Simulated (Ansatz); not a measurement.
**ReS: magnetovolume behaviour**

Method: DFT PBEsol, scalar-relativistic, plane waves, PAW (Ansatz 0.2.0).

```
Re S
1.0
     0.00000    2.48083    2.48083
     2.48083    0.00000    2.48083
     2.48083    2.48083    0.00000
Re S
1 1
Direct
  0.00000 0.00000 0.00000
  0.50000 0.50000 0.50000
```

The plane-wave cutoff is 420 eV and the Γ-centred k-mesh is 14×14×14. The occupation rule is Gaussian smearing, 0.1 eV and the list of starting moments (μB, in atom order) is 3.5 0. The check for lower electronic states after the SCF is off.

The cell is scaled evenly at fixed fractional positions, V₀ being the volume of the cell shown; start: large parallel starting moments. The states are those that the runs reached from these starts; a lower one can exist. Energies are extrapolated to zero smearing.

Site moments are spin moments in atom-centred spheres that scale with the neighbour distance.

| V/V₀ | E above lowest (meV/atom) | P (GPa) | cell moment (μB) | site moments (μB) |
| --- | --- | --- | --- | --- |
| 1.000 | 0.0 | -10.3 | 0.79 | Re +0.57 |
| 1.057 | 73.7 | -16.1 | 1.43 | Re +1.05 |
| 1.132 | 204.3 | -21.1 | 1.98 | Re +1.49 |
| 1.226 | 416.6 | -25.3 | 2.28 | Re +1.75 |

Cost: 4 runs of about 1.1 core-minutes in all, on Intel Xeon Processor @ 2.50GHz (Skylake/Cascade Lake) (shared hosts).